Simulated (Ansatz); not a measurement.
PW in space group Pnma (No. 62; P on 4c, W on 4c) at seven volumes, the program Ansatz at the r²SCAN level (PAW), shape and atoms relaxed at each. One row is withheld.

```json
[
 {"V (Å³/atom)": "13.231", "P (GPa)": "26.15"},
 {"V (Å³/atom)": "13.668", "P (GPa)": "?"},
 {"V (Å³/atom)": "14.104", "P (GPa)": "7.18"},
 {"V (Å³/atom)": "14.540", "P (GPa)": "-0.01"},
 {"V (Å³/atom)": "14.976", "P (GPa)": "-6.11"},
 {"V (Å³/atom)": "15.412", "P (GPa)": "-11.24"},
 {"V (Å³/atom)": "15.849", "P (GPa)": "-15.32"}
]
```

### Question
Fit the shown pressures and predict the withheld one.

### Answer
Third-order Birch–Murnaghan: P = (3/2)B₀(x^(7/2) − x^(5/2))[1 + (3/4)(B′ − 4)(x − 1)] with x = (V₀/V)^(2/3). Least squares on the six rows gives V₀ = 14.537 Å³/atom, B₀ = 220.2 GPa, B′ = 4.94. At V = 13.668, x = 1.0419 and P = 15.81 GPa. The run itself gave 15.87 GPa.

The workflow started from a Materials Project entry (that database holds measured and hypothetical structures alike); the Crystallography Open Database files this formula in space group No. 62, but the cells were not matched. Whether it is the stable phase at ambient conditions was not checked. The r²SCAN relaxation kept the symmetry of its start; its stability against distortions is not shown here. No spin polarisation was allowed. Scalar-relativistic: spin–orbit coupling is off unless named, which matters more the heavier the elements.

Potentials: the later of the program's two PAW sets.
